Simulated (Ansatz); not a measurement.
With r²SCAN+D4 (plane waves, PAW; program Ansatz), La in the dhcp (α-La type) structure (P6_3/mmc) relaxes to a = 3.763 Å, c = 11.983 Å.

Electronic character: metallic (no gap).

The cell was relaxed with r²SCAN+D4 under the symmetry of its start. The pairwise dispersion correction was not fitted to metals. Axis ratios of metals converge slowly with the k-mesh, so a and c are less sure than the volume. Scalar-relativistic: spin–orbit coupling is off unless named, which matters more the heavier the elements.

Potentials: the later of the program's two PAW sets.
